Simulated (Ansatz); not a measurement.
Ansatz 0.2.0, relaxation: SrAs$_{2}$H$_{2}$

Run with:

```bash
ansatz run input.yaml --threads 2 --pin off --max-ram 3584MiB --backend cpu --events-out ev --progress --plain --runs-dir out
```

The input file (Ansatz 0.2.0, plane waves):

```yaml
crystal:
  lattice:
    - [2.263174, 3.919929, 0.0]
    - [-2.263174, 3.919929, 0.0]
    - [0.0, 0.0, 4.841415]
  atoms:
    - { symbol: As, position: [0.3333, 0.3334, 0.4656] }
    - { symbol: As, position: [0.6667, 0.6666, 0.5344] }
    - { symbol: H, position: [0.3333, 0.3334, 0.1067] }
    - { symbol: H, position: [0.6667, 0.6666, 0.8933] }
    - { symbol: Sr, position: [0.0, 0.0, 0.0] }
  symmetry: { tolerance: 0.0003 }
kpoints:
  mp_grid: { grid: [7, 7, 5], shift: [0, 0, 0] }
magnetization:
  spin_polarized: false
scf:
  occupations: { method: fermi_dirac, width: 0.05 }
  lower_state_search: "off"
hamiltonian:
  pseudopotentials: { kind: paw }
  xc: pbe
basis:
  ecutwfc: 420
  fft_grid_basis: typed
relax:
  max_steps: 40
  cell: { p_target: 0.0 }
  f_tol: 0.03
output:
  forces: true
  stress: true
  eigenvalues: true
  bader: true
  populations: true
  elf: true
  write_potential: true
  volumetric_format: npy
  dos:
    e_range: [-12, 8]
    de: 0.05
    projected: { site_lists: { As: [As], H: [H], Sr: [Sr] } }
checkpoint:
  read: saved_state
```

Origin of the cell: a known structure type with other elements, at an estimated volume, so it need not be a known compound.

The saved state is a converged single point of the same cell.

Output (shortened):

```
Warning: the atoms were moved onto the symmetric positions of the space group found under crystal.symmetry.tolerance 3.0e-4 (fractional; no operation is sought that the atoms, as they stand i […]
Pseudopotentials: kind: paw
Pseudopotential: As, paw, valence charge 15, recommended cutoff 420 eV (normal), As.paw.azcp
Pseudopotential: H, paw, valence charge 1, recommended cutoff 420 eV (normal), H.paw.azcp
Pseudopotential: Sr, paw, valence charge 10, recommended cutoff 420 eV (normal), Sr.paw.azcp
Functional definition: PBE
  exchange = pbe_x(kappa = kappa, mu = beta*pi^2/3)
  correlation = pbe_c(beta = beta)
Crystal: 5 atoms, lattice volume = 85.901 Å³
Basis set: ecut = 420 eV, 1679 PW (Γ), exchange–correlation on 64×64×72 points (8 copies of the dense FFT grid, shifted against one another)
Bands: 26, of which v1, the nominal top of the filled ones, is band 21 counted from 1 (20 counted from 0)
[… 10 lines left out …]
Initial density: read from a saved state, or passed on in memory by an earlier SCF of this step, an earlier step, the calling program or the single point that the run made first
Functional: x = pbe(κ = 0.804, μ = 0.219515), c = pbe(β = 0.066725)
SCF iter   1: F=—  HF=-13288.197856 eV  Δρ=1.39e-3  dr2=5.12e-3
SCF iter   2: F=—  HF=-13288.197293 eV  Δρ=9.47e-4  dr2=2.53e-3
SCF iter   3: F=—  HF=-13288.196812 eV  Δρ=2.75e-4  dr2=1.70e-4
SCF iter   4: F=—  HF=-13288.196774 eV  Δρ=1.80e-4  dr2=4.02e-5
SCF iter   5: F=—  HF=-13288.196767 eV  Δρ=3.99e-5  dr2=2.31e-6
SCF iter   6: F=—  HF=-13288.196767 eV  Δρ=1.24e-5  dr2=1.43e-7
SCF iter   7: F=-13288.196767 eV  HF=-13288.196767 eV  Δρ=2.60e-6  dr2=7.71e-9
relax step   1: F+E_penalty+E_count = -13288.196767 eV  Δ(F+E_penalty+E_count) = +0.000e0 eV  max|allowed force component| = 1.109e0 eV/Å  Δτ_max = 0.0000 Å  P = +2.834 GPa  Ω = 85.901 Å³  (7 […]
relax step   2: F+E_penalty+E_count = -13288.531205 eV  Δ(F+E_penalty+E_count) = -3.344e-1 eV  max|allowed force component| = 5.581e-1 eV/Å  Δτ_max = 0.1573 Å  P = -0.991 GPa  Ω = 87.031 Å³ […]
relax step   3: F+E_penalty+E_count = -13288.720849 eV  Δ(F+E_penalty+E_count) = -1.896e-1 eV  max|allowed force component| = 4.149e-1 eV/Å  Δτ_max = 0.1778 Å  P = -0.427 GPa  Ω = 83.492 Å³ […]
relax step   4: F+E_penalty+E_count = -13288.805770 eV  Δ(F+E_penalty+E_count) = -8.492e-2 eV  max|allowed force component| = 9.247e-1 eV/Å  Δτ_max = 0.0644 Å  P = +0.460 GPa  Ω = 82.062 Å³ […]
relax step   5: F+E_penalty+E_count = -13288.853023 eV  Δ(F+E_penalty+E_count) = -4.725e-2 eV  max|allowed force component| = 8.364e-1 eV/Å  Δτ_max = 0.0409 Å  P = +0.676 GPa  Ω = 82.923 Å³ […]
relax step   6: F+E_penalty+E_count = -13288.994501 eV  Δ(F+E_penalty+E_count) = -1.415e-1 eV  max|allowed force component| = 5.778e-1 eV/Å  Δτ_max = 0.1144 Å  P = +0.392 GPa  Ω = 84.966 Å³ […]
relax step   7: F+E_penalty+E_count = -13289.024723 eV  Δ(F+E_penalty+E_count) = -3.022e-2 eV  max|allowed force component| = 8.706e-1 eV/Å  Δτ_max = 0.1951 Å  P = +2.302 GPa  Ω = 87.989 Å³ […]
relax step   8: F+E_penalty+E_count = -13289.076408 eV  Δ(F+E_penalty+E_count) = -5.169e-2 eV  max|allowed force component| = 1.878e-1 eV/Å  Δτ_max = 0.0642 Å  P = +0.074 GPa  Ω = 87.729 Å³ […]
relax step   9: F+E_penalty+E_count = -13289.082419 eV  Δ(F+E_penalty+E_count) = -6.012e-3 eV  max|allowed force component| = 4.942e-2 eV/Å  Δτ_max = 0.0374 Å  P = +0.041 GPa  Ω = 88.651 Å³ […]
relax step  10: F+E_penalty+E_count = -13289.082700 eV  Δ(F+E_penalty+E_count) = -2.805e-4 eV  max|allowed force component| = 1.268e-2 eV/Å  Δτ_max = 0.0094 Å  P = -0.016 GPa  Ω = 89.098 Å³ […]
relax step  11: F+E_penalty+E_count = -13289.092958 eV  Δ(F+E_penalty+E_count) = -1.026e-2 eV  max|allowed force component| = 1.033e-2 eV/Å  Δτ_max = 0.0000 Å  P = +0.116 GPa  Ω = 89.098 Å³  stress off target by 2.11e-1 GPa […]
relax step  12: F+E_penalty+E_count = -13289.093212 eV  Δ(F+E_penalty+E_count) = -2.542e-4 eV  max|allowed force component| = 5.095e-3 eV/Å  Δτ_max = 0.0051 Å  P = +0.041 GPa  Ω = 89.419 Å³ […]
relax step  13: F+E_penalty+E_count = -13289.093211 eV  Δ(F+E_penalty+E_count) = +1.448e-6 eV  max|allowed force component| = 2.110e-4 eV/Å  Δτ_max = 0.0027 Å  P = +0.002 GPa  Ω = 89.528 Å³ […]
relax step  14: F+E_penalty+E_count = -13289.093372 eV  Δ(F+E_penalty+E_count) = -1.611e-4 eV  max|allowed force component| = 1.511e-4 eV/Å  Δτ_max = 0.0000 Å  P = +0.001 GPa  Ω = 89.528 Å³  stress off target by 3.27e-3 GPa […]
SCF 14 converged in 4 iterations: F = -13289.093372 eV  dr2 = 4.16e-11
basis re-selected at this cell: Δ(F+E_penalty+E_count) = -1.611e-4 eV, ΔP = -0.000 GPa vs the last step (what re-selecting the basis moved, of the pressure what is left beyond the Pulay corre […]
SCF converged after 4 iterations
Free energy (F): -13289.093372 eV
Harris-Foulkes:  -13289.093372 eV  (|F-HF|=8.37e-11)
Internal energy: -13289.075970 eV  (E = F + TS)
E sigma→0 (E₀):  -13289.084671 eV
Entropy (-TS):   -0.017402 eV (-3.480 meV/atom)
Fermi energy:    8.795197 eV
--- Per-component energies (eV) ---
  E_band       = -613.304522
  E_kinetic    = 476.226582
  E_local      = -4538.237153  (includes V_loc(G=0)·N_el)
  E_nonlocal   = -1136.827717
  E_hartree    = 2252.845508
  E_xc         = -349.465114
  E_vxc        = -343.408016  (∫ρ·V_xc dr)
  E_paw        = -6365.307622  (= ΣΔE_a)
  E_vpaw       = 423.253000  (= ΣTr[D̂ρ^β])
  E_aug_tail   = -0.002242  (compensation charges beyond the density's cutoff)
  E_ewald      = -3628.308214
  E_smearing   = -0.017402  (= −TS)
  Σ components = -13289.093372   (vs F -13289.093372, Δ=0.00e0)
--- Forces (eV/Å), atoms counted from 1 ---
  atom   1  As    -0.000000     0.000000    -0.000057
  atom   2  As     0.000000     0.000000     0.000057
  atom   3  H     -0.000000    -0.000000    -0.000151
  atom   4  H      0.000000     0.000000     0.000151
  atom   5  Sr    -0.000000     0.000000     0.000000
  max |Σ_I F_I| component: 1.16e-18 eV/Å
--- Stress (GPa, compression-positive) ---
        0.000265      -0.000000       0.000000
       -0.000000       0.000265       0.000000
        0.000000       0.000000       0.003267
  P = ⅓ Tr σ = 0.0013 GPa (0.013 kbar)
--- Relaxed structure (12 steps of the walk, 12 accepted, 2 SCFs on fresh bases) ---
  F+E_penalty+E_count = -13289.093372 eV   max|allowed force component| = 1.511e-4 eV/Å   (the final SCF, on the basis selected at the relaxed cell)
  cell:  # Å, volume = 89.5285 Å³
    - [2.521758, 4.367812, 0.0]
    - [-2.521758, 4.367812, 0.0]
    - [0.0, 0.0, 4.064096]
  atoms:
    - { symbol: As, position: [0.333333, 0.333333, 0.547557] }
    - { symbol: As, position: [0.666667, 0.666667, 0.452443] }
    - { symbol: H, position: [0.333333, 0.333333, 0.161087] }
    - { symbol: H, position: [0.666667, 0.666667, 0.838913] }
    - { symbol: Sr, position: [0.0, 0.0, -3.941e-19] }
--- Löwdin populations: 5 sites ---
  site symbol       q [e]
     0     As     15.5209
     1     As     15.5209
     2      H      1.0866
     3      H      1.0866
     4     Sr      8.3877
  spilling = 0.009459 (of n_electrons = 42.000000)
--- Bader charges: 5 sites ---
  site symbol  charge [e]  shift [e]
     0     As     -0.3867     0.0054
     1     As     -0.3867     0.0054
     2      H     -0.3171     0.0054
     3      H     -0.3171     0.0054
     4     Sr      1.4077     0.0000
  estimated error of the sums over rays = 7.0e-4 e
```

Before:

Space group P-3m1 (No. 164); the run's cell has a = 4.526 Å, b = 4.526 Å, c = 4.841 Å, α = 90.00°, β = 90.00°, γ = 60.00°. Shortest distances: As–H 1.74 Å, As–As 2.63 Å, H–Sr 2.66 Å, H–H 2.81 Å, As–Sr 3.45 Å.

After:

Space group P-3m1 (No. 164); the run's cell has a = 5.044 Å, b = 5.044 Å, c = 4.064 Å, α = 90.00°, β = 90.00°, γ = 60.00°. Shortest distances: As–H 1.57 Å, As–As 2.94 Å, H–Sr 2.98 Å, H–H 3.19 Å, As–Sr 3.44 Å.

```
Free energy lowered by                                                                 : 179.3 meV/atom
Volume change                                                                          : 4.22 %
Final pressure                                                                         : 0.00 GPa
Relaxation steps listed                                                                : 14
Formation energy (elements under the same functional, gases as molecules, uncorrected) : -0.169 eV/atom
```

Caveats: the k mesh is coarse if the cell is a metal; the relaxation held the start's symmetry, so the end may be a saddle point.

It ran for 57 s on 2 threads of Arm Neoverse V2, on a shared host, peak memory 0.48 GiB, from a saved density.
